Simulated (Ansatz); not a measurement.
Rb:
```
Rb
1.0
   -4.45675     4.45675     2.42946
    4.45675    -4.45675     2.42946
    4.45675     4.45675    -2.42946
Rb
2
Direct
  0.75000   0.25000   0.50000
  0.00000   0.00000   0.00000
```

This is the r²SCAN-relaxed structure.

Q: All from r²SCAN (plane waves, PAW; program Ansatz), unless another level is named. Predict the density of states at the Fermi level.

A: 0.89 states/eV per atom (mean over ±0.08 eV).

Q: Next, the gap with spin–orbit coupling?

A: none (metallic).

Space group I4_1/amd (β-Sn type). The cell is a constructed one: a structure type filled with these elements; the Crystallography Open Database copy checked does not list it. It is not the phase usual at ambient conditions (space group No. 229). Symmetry was held in the r²SCAN relaxation; of distortions, only those at the zone centre were tested. Scalar-relativistic: spin–orbit coupling is off unless named, which matters more the heavier the elements.

Potentials: the later of the program's two PAW sets.
